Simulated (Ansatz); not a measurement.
**Formation energy of GdOs3 (AuCu3-type structure)**

The computed numbers are results of PBE, scalar-relativistic (collinear spin) in the plane-wave PAW code Ansatz at 420 eV, Γ-centred 8×8×8 mesh, 0.05 eV Gaussian smearing. The datasets are Ansatz's generated set soft_2.

This is a trial structure made by placing the elements on a prototype's sites, so it needn't be the stable form.

It takes space group Pm-3m (No. 221, cubic). Conventional cell: a = 4.065 Å, b = 4.065 Å, c = 4.065 Å, α = 90.00°, β = 90.00°, γ = 90.00°. Gd (site symmetry m-3m) is surrounded by 12 Os at 2.87 Å. Around Os (site symmetry 4/mmm) lie 4 Gd at 2.87 Å and 8 Os at 2.87 Å. (Neighbours are counted to 15 % beyond the shortest distance.)

The elements were computed in their standard states with the same datasets, cutoff and functional. The compound's run is ferromagnetic, with site spin moments Gd 6.80; Os -0.31 μB. Total energies depend on the potentials used, so only differences within one code and one set of settings carry meaning.

Energy of the relaxed cell (4 atoms, smearing extrapolated to zero): -43483.952 eV. Elements, in eV/atom: Gd -9332.227, Os -11384.546.

**Question.** What is the formation energy?

**Answer.** [-43483.952 − (1 × -9332.227 + 3 × -11384.546)] / 4 = 0.48 eV/atom, or 46 kJ per mole of atoms.

The value is for 0 K, without zero-point energy. A positive value means that this structure is unstable even against the elements at this level.

Without a U the 4f levels of Gd lie too near the Fermi level, so their share of the states there, and what hangs on it, is overstated. These numbers lack spin–orbit coupling. The run wasn't fully tested for a lower electronic state. Site moments are of spin, integrated over atomic spheres. The moments were started parallel, and the real magnetic order may be another.
